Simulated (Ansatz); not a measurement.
TaTc:
```yaml
crystal:
  lattice:
    - [3.17136, 0.00000, 0.00000]
    - [0.00000, 3.17136, 0.00000]
    - [0.00000, 0.00000, 3.17136]
  atoms:
    - { symbol: Ta, position: [0.00000, 0.00000, 0.00000] }
    - { symbol: Tc, position: [0.50000, 0.50000, 0.50000] }
```

Relaxed with r²SCAN.

**Question.** Give the Bader charges and basin volumes of the independent atoms, the program Ansatz at the r²SCAN level (PAW).

**Answer.** 

| atom | Bader charge (e) | Bader volume (Å³) |
|---|---|---|
| Ta1 | +1.06 | 13.8 |
| Tc2 | -1.06 | 18.1 |

Space group Pm-3m (CsCl type). The workflow started from an entry of the Crystallography Open Database (COD). Whether it is the stable phase at ambient conditions was not checked. Symmetry was held in the r²SCAN relaxation; its stability against distortions is not shown here. No spin polarisation was allowed. Scalar-relativistic: spin–orbit coupling is off unless named, which matters more the heavier the elements.

Potentials: the later of the program's two PAW sets (Tc and Pm come from another file).
